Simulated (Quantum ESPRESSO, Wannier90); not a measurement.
**Wannierisation of NbAs (I4₁md)**

```
begin unit_cell_cart
ang
    0.0000000000   -3.4665400000    0.0000000000
    3.4665400000    0.0000000000    0.0000000000
   -1.7332700000    1.7332700000    5.9050300000
end unit_cell_cart
begin atoms_frac
Nb   0.4997200000  0.4997200000 -0.0005600000
Nb   0.2497200000 -0.2502800000  0.4994400000
As  -0.0827200000 -0.0827200000 -0.1654400000
As  -0.3327200000  0.1672800000  0.3345600000
end atoms_frac
```

Cell from Materials Project (mp-2059), symmetrised, no further relaxation. COD (Crystallography Open Database) has an entry of this formula and space group (matched by these alone). Method: PBEsol plane waves in Quantum ESPRESSO 7.5 (PseudoDojo norm-conserving files, 68 Ry, spinors with spin-orbit coupling), Bloch states on a 4×4×4 mesh through Γ, Wannier90 4.0.1. Density: 10×10×10 mesh, cold smearing 0.01 Ry.

A tight-binding model is made by disentanglement and projection with no localisation steps (num_iter = 0), so the 52 orbitals stay atom-like: hydrogen-like Nb: s;p;d; As: s;p, axes along x, y, z; frozen window up to 3.00 eV relative to the Fermi level. It follows pw.x to 17 meV rms for states up to 1.0 eV relative to the Fermi level. Matrix elements depend on this choice of orbitals and windows.

The 45 largest hoppings ⟨m,0|H|n,R⟩ between different sites (one of each Hermitian pair; signs follow the real orbitals' lobes; the list may end inside a set of equal values):

```csv
m,n,R,distance of the centres (Å),t (eV),Im t (eV)
Nb2 pz↑,As3 py↑,1 0 1,2.74,-1.649,0.000
Nb2 pz↓,As3 py↓,1 0 1,2.74,-1.649,0.000
Nb1 pz↑,As4 px↑,1 1 0,2.74,1.649,0.000
Nb1 pz↓,As4 px↓,1 1 0,2.74,1.649,0.000
Nb2 pz↑,As3 py↑,0 0 1,2.74,1.649,0.000
Nb2 pz↓,As3 py↓,0 0 1,2.74,1.649,0.000
Nb1 pz↑,As4 px↑,1 0 0,2.74,-1.649,0.000
Nb1 pz↓,As4 px↓,1 0 0,2.74,-1.649,0.000
Nb2 s↑,As3 pz↑,0 0 1,2.72,1.586,0.000
Nb2 s↓,As3 pz↓,0 0 1,2.72,1.586,0.000
Nb1 s↑,As4 pz↑,1 0 0,2.72,1.586,0.000
Nb1 s↓,As4 pz↓,1 0 0,2.72,1.586,0.000
Nb2 s↑,As3 pz↑,1 0 1,2.72,1.586,0.000
Nb2 s↓,As3 pz↓,1 0 1,2.72,1.586,0.000
Nb1 s↑,As4 pz↑,1 1 0,2.72,1.586,0.000
Nb1 s↓,As4 pz↓,1 1 0,2.72,1.586,0.000
Nb2 py↑,As3 pz↑,0 0 1,2.70,1.586,0.000
Nb2 py↓,As3 pz↓,0 0 1,2.70,1.586,0.000
Nb1 px↑,As4 pz↑,1 0 0,2.70,-1.586,0.000
Nb1 px↓,As4 pz↓,1 0 0,2.70,-1.586,0.000
Nb2 py↑,As3 pz↑,1 0 1,2.70,-1.586,0.000
Nb2 py↓,As3 pz↓,1 0 1,2.70,-1.586,0.000
Nb1 px↑,As4 pz↑,1 1 0,2.70,1.586,0.000
Nb1 px↓,As4 pz↓,1 1 0,2.70,1.586,0.000
As3 py↑,Nb1 px↑,0 0 0,2.65,-1.487,-0.015
As3 py↓,Nb1 px↓,0 0 0,2.65,-1.487,0.015
As4 px↑,Nb2 py↑,0 0 0,2.65,1.487,0.015
As4 px↓,Nb2 py↓,0 0 0,2.65,1.487,-0.015
Nb1 px↑,As3 py↑,0 1 0,2.65,1.487,0.015
Nb1 px↓,As3 py↓,0 1 0,2.65,1.487,-0.015
As4 px↑,Nb2 py↑,0 1 0,2.65,-1.487,0.015
As4 px↓,Nb2 py↓,0 1 0,2.65,-1.487,-0.015
Nb2 py↑,As4 px↑,1 -1 0,2.65,1.487,-0.015
Nb2 py↓,As4 px↓,1 -1 0,2.65,1.487,0.015
Nb1 px↑,As3 py↑,1 0 0,2.65,1.487,0.015
Nb1 px↓,As3 py↓,1 0 0,2.65,1.487,-0.015
Nb2 py↑,As4 px↑,1 0 0,2.65,-1.487,-0.015
Nb2 py↓,As4 px↓,1 0 0,2.65,-1.487,0.015
Nb1 px↑,As3 py↑,1 1 0,2.65,-1.487,0.015
Nb1 px↓,As3 py↓,1 1 0,2.65,-1.487,-0.015
Nb2 dyz↑,As3 pz↑,0 0 1,2.75,1.447,0.000
Nb2 dyz↓,As3 pz↓,0 0 1,2.75,1.447,0.000
Nb1 dxz↑,As4 pz↑,1 0 0,2.75,-1.447,0.000
Nb1 dxz↓,As4 pz↓,1 0 0,2.75,-1.447,0.000
Nb2 dyz↑,As3 pz↑,1 0 1,2.75,-1.447,0.000
```
